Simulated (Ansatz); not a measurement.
BeSe (zinc blende, F-43m) at seven volumes, DFT-HSE06 in the program Ansatz with PAW potentials, scaled uniformly. One row is withheld.

```
V (Å³/atom)  P (GPa)
-----------  -------
15.508          9.14
16.020          5.63
16.531          2.62
17.042          0.00
17.553             ?
18.065         -4.20
18.576         -5.90
```

### Question
Fit the shown pressures and predict the withheld one.

### Answer
P = (3/2)B₀(x^(7/2) − x^(5/2))[1 + (3/4)(B′ − 4)(x − 1)] with x = (V₀/V)^(2/3). Least squares on the six rows gives V₀ = 17.043 Å³/atom, B₀ = 80.8 GPa, B′ = 3.84. At V = 17.553, x = 0.9805 and P = -2.25 GPa. The run itself gave -2.25 GPa.

The cell was relaxed with HSE06 under the symmetry of its start.

Potentials: the later of the program's two PAW sets.
